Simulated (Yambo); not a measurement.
Yambo run on CsNaTiO3 (space group Cmcm, No. 63). The wavefunctions are LDA (Quantum ESPRESSO, PseudoDojo norm-conserving, 88 Ry, no spin-orbit coupling) ones on a 2×2×2 mesh (48 occupied bands); a = 6.456 Å, b = 6.456 Å, c = 5.671 Å, α = 90.00°, β = 90.00°, γ = 123.87°.

Yambo input:

```
rim_cut
gw0
dyson
el_el_corr
HF_and_locXC
cohsex
em1s
RandQpts= 1000000
RandGvec= 1 Ry
EXXRLvcs= 88 Ry
VXCRLvcs= 352 Ry
Chimod= "HARTREE"
% BndsRnXs
 5 | 297 |
%
NGsBlkXs= 7 Ry
% LongDrXs
 1.0 | 1.0 | 1.0 |
%
ExtendOut
% QPkrange
 1 | 1 | 48 | 49 |
 5 | 5 | 48 | 48 |
%
```

k points by index: 1 = Γ, 5 = (-0.5, -0.5, 0).

The o-*.qp file then holds:

```
#    K-point    Band    Eo [eV]    E [eV]    E-Eo [eV]    Vxc [eV]    Vnlxc [eV]    Sc|Eo [eV]    Re(Z)    Im(Z)
#
    1    48    -0.049850    -2.575834    -2.525984    -18.86392    -23.89173    2.501832    1.000000    0.000000
    1    49    3.297697    3.989484    0.691787    -18.22045    -10.67555    -6.853114    1.000000    0.000000
    5    48    0.000000    -2.502668    -2.502668    -19.07061    -24.06593    2.492658    1.000000    0.000000
```
(The two width columns are left out.) Convergence of these settings isn't established.

Geometry of the Materials Project entry, not relaxed at this level.

The structure is a Materials Project entry; no match was found in the copy of COD used, and its stability was not checked.
